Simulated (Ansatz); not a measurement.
Here is the system:

ZrNi:
```cif
data_Ni2Zr2
_chemical_formula_sum 'Zr2 Ni2'
_space_group_name_H-M_alt 'P 1'
_space_group_IT_number 1
_cell_length_a 5.20329
_cell_length_b 5.20329
_cell_length_c 4.02056
_cell_angle_alpha 90.000
_cell_angle_beta 90.000
_cell_angle_gamma 143.583
loop_
_space_group_symop_operation_xyz
  'x, y, z'
loop_
_atom_site_label
_atom_site_type_symbol
_atom_site_fract_x
_atom_site_fract_y
_atom_site_fract_z
_atom_site_occupancy
Zr1 Zr 0.63883 0.36117 0.25000 1
Zr2 Zr 0.36117 0.63883 0.75000 1
Ni1 Ni 0.91717 0.08283 0.25000 1
Ni2 Ni 0.08283 0.91717 0.75000 1
```

This is the PBEsol-relaxed structure.

Problem. All from PBEsol in the plane-wave PAW code Ansatz, unless another level is named. Give the highest zone-centre frequency.

Solution. 222 cm⁻¹.

Problem. What about the bulk modulus (Birch–Murnaghan fit)?

Solution. 1500 kbar.

Space group Cmcm. The workflow started from a Materials Project entry (that database holds measured and hypothetical structures alike); the Crystallography Open Database files this formula in space group No. 63, but the cells were not matched. Its standing as an ambient phase is unchecked. Symmetry was held in the PBEsol relaxation; its stability against distortions is not shown here. No spin polarisation was allowed. As this level gives no gap, phonon frequencies hold no LO–TO term and depend on the k-mesh and smearing (Fermi–Dirac, 0.1 eV here).

Potentials: the later of the program's two PAW sets.
